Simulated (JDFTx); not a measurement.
Part of a log of JDFTx (a modified build) for iodobenzene, C6H5I (SMILES Ic1ccccc1), charge 0, multiplicity 1 (PBE, GBRV ultrasoft potentials, plane waves to 20/100 Ha):

```
unit cell volume = 8472.53
Chosen fftbox size, S = [  120  108  70  ]
unit cell volume = 8472.53
Chosen fftbox size, S = [  108  96  60  ]
  'I' pseudopotential, 'SLA  PW   PBE  PBE' functional
  7 valence electrons, 2 orbitals, 6 projectors, 893 radial grid points, with lMax = 2
  'C' pseudopotential, 'SLA  PW   PBE  PBE' functional
  4 valence electrons, 2 orbitals, 4 projectors, 721 radial grid points, with lMax = 1
  'H' pseudopotential, 'SLA  PW   PBX  PBC' functional
  1 valence electrons, 1 orbitals, 2 projectors, 615 radial grid points, with lMax = 0
Initialized 3 species with 12 total atoms.
Folded 1 k-points by 1x1x1 to 1 k-points.
nElectrons:  36.000000   nBands: 18   nStates: 1
average nbasis = 36243.000 , ideal nbasis = 36195.311
Correction to mu due to finite nuclear width = -0.00421589
   Cavity determined by rhoMin: 0.0001  rhoMax: 0.005
   Effective cavity tension: 7.38651e-06 Eh/bohr^2 and pressure: 0 Eh/bohr^3 to account for cavitation and dispersion.
[...]
	Linear fluid (dielectric constant: 78.4, screening length: 5.74355 Bohr) occupying 0.832930 of unit cell:	Completed after 30 iterations
[... later lines of the fluid solver are left out ...]
ElecMinimize: Iter:   0  Etot: -48.825237545278007  |grad|_K:  2.906e-05  alpha:  1.000e+00
ElecMinimize: Iter:   1  Etot: -48.825935112836547  |grad|_K:  1.344e-05  alpha:  1.265e+00  linmin: -4.266e-03
[... lines cut ...]
ElecMinimize: Iter:   7  Etot: -48.826108436108868  |grad|_K:  3.897e-07  alpha:  1.205e+00  linmin:  5.320e-03
ElecMinimize: Iter:   8  Etot: -48.826108542718529  |grad|_K:  2.076e-07  alpha:  1.091e+00  linmin: -3.211e-02
ElecMinimize: Iter:   9  Etot: -48.826108580917968  |grad|_K:  1.249e-07  alpha:  1.316e+00  linmin:  1.792e-05
ElecMinimize: Iter:  10  Etot: -48.826108589721770  |grad|_K:  6.815e-08  alpha:  9.975e-01  linmin: -1.810e-01
ElecMinimize: Converged (|Delta Etot|<1.000000e-07 for 2 iters).

# Energy components:
   A_diel =       -0.0024385580262763
   Eewald =       46.8203903954572951
       EH =       85.0248623721473962
     Eloc =     -198.6939765667018207
      Enl =        8.2025522074437447
      Exc =      -36.8125507429336238
 Exc_core =       21.3667434215433687
       KE =       25.2683088813481298
-------------------------------------
     Etot =      -48.8261085897217697


	eMin: -0.796440 at state 0 ( [ +0.000000 +0.000000 +0.000000 ] spin 0 )
	HOMO: -0.216121 at state 0 ( [ +0.000000 +0.000000 +0.000000 ] spin 0 )
```

Question: Which solvation model was used?
(A) nonlinear PCM (GLSSA13)
(B) linear PCM without cavity terms (LA12)
(C) linear PCM (GLSSA13)
(D) SCCS (g03 parameters)

Answer: D, SCCS (g03 parameters). The liquid was water (dielectric constant 78.4), 1 M KF.
